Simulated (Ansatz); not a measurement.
**Relaxing a structure of TaTlO₃**

The start is a generated cell, TaTlO3 placed in the GdFeO3 structure type. The structure is fully relaxed (lattice and positions, P = 0) with r2SCAN (plane waves to 500 eV, PAW, scalar-relativistic; Ansatz, a quantum-chemistry and plane-wave program). The first steps use a coarse 3×3×4 k-mesh.

The start:
```yaml
crystal:
  lattice:
    - [5.77977, 0.00000, 0.00000]
    - [0.00000, 8.15525, 0.00000]
    - [0.00000, 0.00000, 5.76048]
  atoms:
    - { symbol: Tl, position: [0.48770, 0.25000, 0.99160] }
    - { symbol: Tl, position: [0.98770, 0.25000, 0.50840] }
    - { symbol: Tl, position: [0.51230, 0.75000, 0.00840] }
    - { symbol: Tl, position: [0.01230, 0.75000, 0.49160] }
    - { symbol: Ta, position: [0.00000, 0.00000, 0.00000] }
    - { symbol: Ta, position: [0.50000, 0.50000, 0.50000] }
    - { symbol: Ta, position: [0.00000, 0.50000, 0.00000] }
    - { symbol: Ta, position: [0.50000, 0.00000, 0.50000] }
    - { symbol: O, position: [0.03130, 0.25000, 0.05860] }
    - { symbol: O, position: [0.53130, 0.25000, 0.44140] }
    - { symbol: O, position: [0.96870, 0.75000, 0.94140] }
    - { symbol: O, position: [0.46870, 0.75000, 0.55860] }
    - { symbol: O, position: [0.28800, 0.53700, 0.21300] }
    - { symbol: O, position: [0.78800, 0.96300, 0.28700] }
    - { symbol: O, position: [0.71200, 0.03700, 0.78700] }
    - { symbol: O, position: [0.21200, 0.46300, 0.71300] }
    - { symbol: O, position: [0.71200, 0.46300, 0.78700] }
    - { symbol: O, position: [0.21200, 0.03700, 0.71300] }
    - { symbol: O, position: [0.28800, 0.96300, 0.21300] }
    - { symbol: O, position: [0.78800, 0.53700, 0.28700] }
```

- Largest initial force = 1.89 eV/Å, on O13, O14, O15, O16, O17, O18, O19, O20 (atoms numbered as listed)
- Outcome = The space group goes from Pnma (No. 62) to Pm-3m (No. 221); the end is cubic perovskite type, with 5 atoms in the primitive cell
- Energy released = 0.20 eV/atom
- Volume change = -2.5 %, from 13.58 to 13.23 Å³/atom
- Shortest distances (start → end) = The closest pairs of elements (up to four, under 3.6 Å), start → end: O–Ta 2.07 → 2.02 Å; O–Tl 2.47 → 2.86 Å; O–O 2.84 → 2.86 Å; Ta–Tl 3.48 → 3.50 Å
- Optimiser moves = 4

Final structure:

```cif
data_O3TaTl
_chemical_formula_sum 'Tl1 Ta1 O3'
_space_group_name_H-M_alt 'Pm-3m'
_space_group_IT_number 221
_space_group_name_Hall '-P 4 2 3'
_cell_length_a 4.04432
_cell_length_b 4.04432
_cell_length_c 4.04432
_cell_angle_alpha 90.000
_cell_angle_beta 90.000
_cell_angle_gamma 90.000
loop_
_atom_site_label
_atom_site_type_symbol
_atom_site_symmetry_multiplicity
_atom_site_Wyckoff_symbol
_atom_site_fract_x
_atom_site_fract_y
_atom_site_fract_z
_atom_site_occupancy
Tl1 Tl 1 b 0.50000 0.50000 0.50000 1
Ta1 Ta 1 a 0.00000 0.00000 0.00000 1
O1 O 3 d 0.00000 0.00000 0.50000 1
```

Final values are on a 7×7×7 k-mesh of the relaxed cell. No spin polarisation in the result.

The run could not lose the symmetry of its start.

The first start was generated by placing the elements on the sites of a structure type. Materials Project lists a structure of TaTlO3 in the same space group, Pm-3m (No. 221); the sites were not compared with it, nor with measured phases.
